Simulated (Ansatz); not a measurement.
BN:
```cif
data_BN
_chemical_formula_sum 'N1 B1'
_space_group_name_H-M_alt 'P 1'
_space_group_IT_number 1
_cell_length_a 2.53183
_cell_length_b 2.53183
_cell_length_c 2.53183
_cell_angle_alpha 60.000
_cell_angle_beta 60.000
_cell_angle_gamma 60.000
loop_
_space_group_symop_operation_xyz
  'x, y, z'
loop_
_atom_site_label
_atom_site_type_symbol
_atom_site_fract_x
_atom_site_fract_y
_atom_site_fract_z
_atom_site_occupancy
N1 N 0.75000 0.75000 0.75000 1
B1 B 0.00000 0.00000 0.00000 1
```

Relaxed with LDA in the plane-wave PAW code Ansatz. Indices refer to the conventional cell of F-43m, a = 3.581 Å, b = 3.581 Å, c = 3.581 Å, α = 90.00°, β = 90.00°, γ = 90.00°.

Q: Simulate the powder diffraction pattern (Mo Kα, λ = 0.71073 Å; lines above 1 %) up to 2θ = 45°.

A: Simulated powder pattern, Mo Kα, λ = 0.71073 Å (kinematic, ideal powder, no thermal factors, no anomalous dispersion; the 30 strongest lines at most, above 1 %, up to 2θ = 45°):

```json
[
 {"2θ (°)": "19.80", "d (Å)": "2.067", "I/Imax (%)": "100", "hkl": "(111)"},
 {"2θ (°)": "22.90", "d (Å)": "1.790", "I/Imax (%)": "5.0", "hkl": "(200)"},
 {"2θ (°)": "32.61", "d (Å)": "1.266", "I/Imax (%)": "43", "hkl": "(220)"},
 {"2θ (°)": "38.44", "d (Å)": "1.080", "I/Imax (%)": "24", "hkl": "(311)"}
]
```

Symmetry was held in the LDA relaxation; phonons on a q-mesh show no instability.

Potentials: the later of the program's two PAW sets.
